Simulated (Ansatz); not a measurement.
What DFT gives for LaTe (Fm-3m)

The conventional cell has a = 6.394 Å, b = 6.394 Å, c = 6.394 Å, α = 90.00°, β = 90.00°, γ = 90.00°. Around La (atom 1) lie 6 Te at 3.20 Å. Te (atom 2) is surrounded by 6 La at 3.20 Å.

Ansatz runs use the cell relaxed by PAW under their functional.

Q: What do its conduction electrons give? (PBEsol, all-electron LAPW in Ansatz 0.2.0, scalar-relativistic; a = 6.394 Å; k mesh 10×10×10, fine mesh 16×16×16, Fermi-Dirac smearing of 0.100 eV, basis error target 1 meV/atom)

A: Fermi-surface sums: N(E_F) = 0.81 states/eV/atom, ħω_p (r.m.s. of x, y, z) = 5.0 eV, Fermi speed = 0.54×10⁶ m/s.

Q: How stiff is it? (PBEsol, all-electron LAPW in Ansatz 0.2.0, scalar-relativistic; a = 6.392 Å; k mesh 12×12×12, strains of ±0.005, Fermi-Dirac smearing of 0.050 eV, basis error target 0.5 meV/atom)

A: Elastic moduli (Hill averages, relaxed ions; θ_D from sound speeds over directions): B = 61.7 GPa, G = 24.1 GPa, C11 = 160 GPa, C44 = 8.7 GPa, ν = 0.327, θ_D = 171 K.

Q: How does it vibrate? (PBEsol, all-electron LAPW in Ansatz 0.2.0, scalar-relativistic; a = 6.394 Å; k mesh 10×10×10, Fermi-Dirac smearing of 0.100 eV, basis error target 1 meV/atom; q mesh 2×2×2)

A: Harmonic phonons by finite displacements (negative means unstable): highest mode = 155 cm⁻¹, lowest at L = 87.3 cm⁻¹, lowest at X = 44.9 cm⁻¹, highest at Γ = 155 cm⁻¹.

Caveats: these sums move with the mesh, by several per cent and more for small sheets (Fermi surface); responses of metals move with mesh and smearing (moduli, phonons); the softest shear constant rests on one k mesh, and a soft shear can herald a distortion on cooling (moduli).
